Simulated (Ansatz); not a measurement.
# Sb, one cell by several methods

```xyz
1
Lattice="-1.5050 1.5050 2.4552 1.5050 -1.5050 2.4552 1.5050 1.5050 -2.4552" Properties=species:S:1:pos:R:3 pbc="T T T"
Sb    0.0000    0.0000    0.0000
```

The conventional cell has a = 3.010 Å, b = 3.010 Å, c = 4.910 Å, α = 90.00°, β = 90.00°, γ = 90.00°. Sb (atom 1) has 12 Sb at 3.01 to 3.25 Å as nearest neighbours.

The geometry is COD entry 9013010, unchecked; take it as a test cell. The listed cell was then made from it by scaling, straining or moving an atom.

No spin–orbit coupling, which matters for the heavy atoms here.

All numbers are computed: DFT, PBEsol, PAW with Ansatz's default frozen-core files, scalar-relativistic (Ansatz 0.2.0); DFT, PBEsol, all-electron LAPW, scalar-relativistic (Ansatz 0.2.0).

For PAW: a Γ-centred 13×13×15 k mesh, Fermi–Dirac smearing of 0.03 eV, cutoff 420 eV, no spin polarisation; the PAW files were made with PBE, and the program remakes their frozen cores for this functional; this mesh doesn't keep the crystal's whole symmetry, which leaves small spurious terms. LAPW targets a basis error of 0.25 meV/atom. The Ansatz runs share mesh, smearing and spin set-up. Plane-wave (PAW) pressures include the program's estimate of the Pulay term.

Stress and pressure are positive in compression.

PAW results:

| quantity | PAW |
| --- | --- |
| pressure (GPa) | 16.38 |
| stress xx (GPa) | 16.95 |
| stress zz (GPa) | 15.24 |
| stress yz (GPa) | -0.13 |
| stress xz (GPa) | -0.13 |
| stress xy (GPa) | 0.09 |

(1) What does all-electron LAPW give for the same quantities?

## Answers

(1) 
| quantity | LAPW |
| --- | --- |
| pressure (GPa) | 16.40 |
| stress xx (GPa) | 16.97 |
| stress zz (GPa) | 15.25 |
| stress yz (GPa) | -0.14 |
| stress xz (GPa) | -0.14 |
| stress xy (GPa) | 0.09 |
